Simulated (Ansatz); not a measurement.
Cu (body-centred tetragonal, I4/mmm) under volume change, DFT-r²SCAN+D4 in the program Ansatz with PAW potentials, shape and atoms relaxed at each volume.

| V (Å³/atom) | E − E(relaxed) (meV/atom) | P (GPa) |
|---|---|---|
| 10.302 | 58.2 | 20.08 |
| 10.642 | [?] | [?] |
| 10.982 | 5.7 | 5.54 |
| 11.321 | 0.0 | 0.00 |
| 11.661 | 5.1 | -4.63 |
| 12.001 | 19.1 | -8.48 |
| 12.340 | [?] | [?] |

Problem. Complete the blanks.

Solution. 
- 12.340, E − E(relaxed) (meV/atom): 40.5
- 12.340, P (GPa): -11.65
- 10.642, E − E(relaxed) (meV/atom): 24.3
- 10.642, P (GPa): 12.17

Problem. What does a third-order Birch–Murnaghan fit give for V₀, B₀ and B′?

Solution. V₀ = 11.32 Å³/atom, B₀ = 168 GPa, B′ = 5.0.

The workflow started from a Materials Project entry (that database holds measured and hypothetical structures alike); the Crystallography Open Database copy checked does not list it. It is not the phase usual at ambient conditions (space group No. 225). The cell was relaxed with r²SCAN+D4 under the symmetry of its start. At this level the phase is mechanically unstable. The run is not spin-polarised. The pairwise dispersion correction was not fitted to metals.

Potentials: the later of the program's two PAW sets.
